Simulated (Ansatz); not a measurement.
## MgTl (Pm-3m): lattice vibrations

```
Mg Tl
1.0
     3.62054    0.00000    0.00000
     0.00000    3.62054    0.00000
     0.00000    0.00000    3.62054
Mg Tl
1 1
Direct
  0.00000 0.00000 0.00000
  0.50000 0.50000 0.50000
```

Computed, not measured; unless marked otherwise by PBEsol, all-electron LAPW in Ansatz 0.2.0, scalar-relativistic. k mesh 10×10×10, Fermi-Dirac smearing of 0.080 eV, basis error target 1 meV/atom. The cell was relaxed by PAW under this functional.

Atoms are displaced by 0.01 Å in the smallest supercells that hold the wave vectors of a 2×2×2 mesh. Negative values stand for unstable modes.

What are the phonon energies at the solved wave vectors, in cm⁻¹?

```csv
q,point,modes (cm⁻¹)
0.000 0.000 0.000,Gamma,149.5 (×3)
0.500 0.000 0.000,X,"44.4 (×2), 68.5, 130.0 (×2), 156.0"
0.500 0.500 0.000,M,"32.6 (×2), 49.1, 139.4, 179.3 (×2)"
0.500 0.500 0.500,R,"54.2 (×3), 143.7 (×3)"
```

Is the structure dynamically stable at these wave vectors?

Yes, no mode is unstable there; wave vectors off this mesh aren't tested.

How do the optical zone-centre modes decompose, and which are active?

Point group m-3m: Γ_opt = T1u.

```csv
label,cm⁻¹,activity,mostly
T1u,149.5,IR,Mg (89 %)
```

In a metal the activity is that of symmetry alone; free carriers screen the infrared modes.

How well do frozen-core PAW files reproduce these all-electron values?

With a cutoff of 420 eV and displacements of 0.0025 Å, the r.m.s. difference over the modes is 0.1 cm⁻¹; the largest difference is 156.2 (PAW) against 156.0 cm⁻¹ (LAPW).

The cell is scaled evenly to 46.035 and 48.883 Å³ (from 47.459), with free atoms relaxed and the shape held. What are the mode Grüneisen parameters γ = −d ln ω/d ln V?

For the highest mode, 190.4 cm⁻¹ in the small cell and 168.7 in the large one give γ ≈ 2.02. From the change of the dynamical matrix on each mode:

```csv
point,cm⁻¹,γ
Gamma,149.5,1.94
X,44.4,2.07
X,68.5,1.99
X,130.0,2.16
X,156.0,2.30
M,32.6,1.99
M,49.1,2.08
M,139.4,1.94
M,179.3,2.02
R,54.2,1.91
R,143.7,2.28
```

Weighted by the modes' heat capacities at 300 K, the mean on this mesh is 2.06; it moves with the q mesh, and a coarse one overweights the zone boundary.

Limits of these numbers: responses of metals move with mesh and smearing; no spin-orbit coupling on heavy atoms; the frozen-core PAW files of the compared runs were fitted under PBE, their cores solved anew for this functional.
